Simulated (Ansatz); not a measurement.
An Ansatz (a program for electronic structure) input:

Ansatz 0.2 input:
```yaml
crystal:
  lattice:
    - [4.2454593399, 0.0, 0.0]
    - [-2.12272967, 3.6766756391, 0.0]
    - [0.0, 0.0, 5.2138579155]
  atoms:
    - { symbol: Pt, position: [0.3333333333, 0.6666666667, 0.162547912] }
    - { symbol: Pt, position: [0.6666666667, 0.3333333333, 0.837452088] }
    - { symbol: Ga, position: [0.0, 0.0, 0.0] }
    - { symbol: Ga, position: [0.3333333333, 0.6666666667, 0.6430512772] }
    - { symbol: Ga, position: [0.6666666667, 0.3333333333, 0.3569487228] }
kpoints:
  mp_grid: { grid: [8, 8, 6] }
  band_path:
    path:
      - [[0.0, 0.0, 0.0], [0.5, 0.0, 0.0], [0.3333333333, 0.3333333333, 0.0], [0.0, 0.0, 0.0], [0.0, 0.0, 0.5], [0.5, 0.0, 0.5], [0.3333333333, 0.3333333333, 0.5], [0.0, 0.0, 0.5]]  # Γ-M-K-Γ-A-L-H-A
      - [[0.5, 0.0, 0.5], [0.5, 0.0, 0.0]]  # L-M
      - [[0.3333333333, 0.3333333333, 0.5], [0.3333333333, 0.3333333333, 0.0]]  # H-K
    npoints: 8
basis: { xc_grid: 2 }
hamiltonian:
  xc: pbesol
  pseudopotentials: { kind: paw }
magnetization: { noncollinear: true, spin_orbit: true }
scf:
  n_extra_bands: 13
  convergence: { dr2_threshold: 0.0000000001 }
  occupations: { method: gaussian, width: 0.05 }
output: { eigenvalues: true }
```

How many symmetry operations and irreducible k-points will the run report?

12 operations, 50 of 384 k-points.

With a cutoff of 420 eV, how many plane waves at Γ?

1595.

It took about 3 core-minutes (a rough figure) on shared server cores.

Space group P-3m1 (La2O3 or Ni2Al3 type). The workflow started from an entry of the Crystallography Open Database (COD). Whether it is the stable phase at ambient conditions was not checked. The PBEsol relaxation kept the symmetry of its start; of distortions, only those at the zone centre were tested. The run is not spin-polarised.

Potentials: the later of the program's two PAW sets.

Ansatz is a plane-wave DFT program.
